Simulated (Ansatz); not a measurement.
Task: Name crystals whose computed values (plane-wave PAW r²SCAN (Ansatz code)) fall in these windows: B₀ by P(V) fit (GPa) 150 to 200; electron conductivity mass (mₑ) 1.0 to 1.3.

Result: 

```tsv
crystal	B₀ by P(V) fit (GPa)	electron conductivity mass (mₑ)
FeP2, Pnnm (Fe on 2a, P on 4g)	185	1.2
```
Others may fit too.

Standing as an ambient phase not checked: FeP2, Pnnm (Fe on 2a, P on 4g). The cell was relaxed under the symmetry of its start. Rows with no word on spin ran without spin polarisation.

Potentials: the later of the program's two PAW sets.
